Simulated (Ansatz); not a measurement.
Start of a relaxation of BeAl2H2C:

```cif
data_structure
_symmetry_space_group_name_H-M 'P4/mmm'
_symmetry_Int_Tables_number 123
_cell_length_a 3.7224
_cell_length_b 3.7224
_cell_length_c 5.0050
_cell_angle_alpha 90.000
_cell_angle_beta 90.000
_cell_angle_gamma 90.000
_cell_volume 69.35
loop_
_atom_site_label
_atom_site_type_symbol
_atom_site_symmetry_multiplicity
_atom_site_Wyckoff_symbol
_atom_site_fract_x
_atom_site_fract_y
_atom_site_fract_z
_atom_site_occupancy
Be1 Be 1 a 0.00000 0.00000 0.00000 1
Al1 Al 2 h 0.50000 0.50000 0.25370 1
H1 H 2 f 0.00000 0.50000 0.00000 1
C1 C 1 b 0.00000 0.00000 0.50000 1
```

The calculation used Ansatz, DFT PBE, scalar-relativistic, plane waves, PAW. Cutoff 420 eV, Gaussian smearing, Γ-centred meshes. Cell and atoms relax first on a coarse mesh and then on a finer one. In between, the cell is made exact in the group found at 0.06 Å. In metals the finer mesh still leaves noise of several meV/atom or more. The steps can't lower the symmetry of their start. No spin polarisation in the relaxation; trial moments died out in a coarse test.

A guess keeps its type if space group and coordination stay and the shape of the cell changes little (axis ratios within about 15 %, angles within 6°); the volume may change.

Question: Will the relaxed cell still be of the starting type?

Answer: It doesn't keep its type. The symmetry stays P4/mmm (No. 123). The volume per atom shrinks by 21.2 %, from 11.6 to 9.1 Å³. The shortest distance goes from 1.86 Å (Be–H) to 1.42 Å (Be–H). The ratio c/a of the conventional cell changes by a factor of 1.76. Counting neighbours within 15 % of an atom's shortest distance, the start has Al 6, Be 4, C 2, H 2 and the end Al 9, Be 4, C 8, H 2. In detail, at the end Be has 4 H at 1.42 Å; Al is surrounded by 4 C at 2.35 Å, 1 Al at 2.43 Å and 4 H at 2.58 Å; H has 2 Be at 1.42 Å, 4 H at 2.01 Å and 4 Al at 2.58 Å; C has 8 Al at 2.35 Å.

```yaml
crystal:
  lattice:
    - [2.84868, 0.00000, 0.00000]
    - [0.00000, 2.84868, 0.00000]
    - [0.00000, 0.00000, 6.73840]
  atoms:
    - { symbol: Be, position: [0.00000, 0.00000, 0.00000] }
    - { symbol: Al, position: [0.50000, 0.50000, 0.31995] }
    - { symbol: Al, position: [0.50000, 0.50000, 0.68005] }
    - { symbol: H, position: [0.00000, 0.50000, 0.00000] }
    - { symbol: H, position: [0.50000, 0.00000, 0.00000] }
    - { symbol: C, position: [0.00000, 0.00000, 0.50000] }
```

The zero of energy is the elements' standard structures at the same level (H₂ as a molecule); no fitted shifts are applied.

Question: At what energy does it end?

Answer: +0.73 eV/atom. A positive value: parting into the elements would lower its energy.

The last run used a 12×12×8 mesh (in the run's order of axes) for its 6-atom cell and Gaussian smearing of 0.10 eV. The reference form of C is held partly by dispersion forces, which this level lacks. With hydrogen, zero-point motion can shift formation energies by some tens of meV/atom. A structure relaxed within its symmetry needn't be a true minimum.
